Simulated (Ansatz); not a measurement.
## Kick test of a cell of NaY4Tl3

The structure comes from a generated guess, relaxed at this level; another structure or a mixture of phases may lie lower.

The calculation used DFT PBE, scalar-relativistic, plane waves, PAW (Ansatz 0.2.0). Cutoff 420 eV; k points 8×8×8 on the computed 8-atom cell (Γ-centred); Gaussian smearing, width 0.10 eV; no spin polarisation.

The cell below (8 atoms, space group Im-3m (No. 229)) is relaxed within its symmetry.

```yaml
crystal:
  lattice:
    - [-3.81335, 3.81335, 3.81335]
    - [3.81335, -3.81335, 3.81335]
    - [3.81335, 3.81335, -3.81335]
  atoms:
    - { symbol: Na, position: [0.00000, 0.00000, 0.00000] }
    - { symbol: Y, position: [0.50000, 0.00000, 0.00000] }
    - { symbol: Y, position: [0.50000, 0.50000, 0.50000] }
    - { symbol: Y, position: [0.00000, 0.00000, 0.50000] }
    - { symbol: Y, position: [0.00000, 0.50000, 0.00000] }
    - { symbol: Tl, position: [0.50000, 0.00000, 0.50000] }
    - { symbol: Tl, position: [0.50000, 0.50000, 0.00000] }
    - { symbol: Tl, position: [0.00000, 0.50000, 0.50000] }
```

For the test it was strained at random (σ = 1.5 % a component), the atoms were moved at random (σ = 0.10 Å), and all was relaxed again on a coarse 4×4×4 mesh (in the run’s order of axes) with 0.20 eV smearing, with no symmetry imposed.

Spin–orbit coupling, which can matter for Tl, is left out.

Q: Does it come back?

A: It returns, within 1 meV/atom of the unmoved cell on that mesh and with the same symmetry when read at 0.1 Å (Imm2 at 0.01 Å, so small strains and shifts remain). No instability shows in this cell; modes of other wave vectors, which need another repeat, aren't tested.
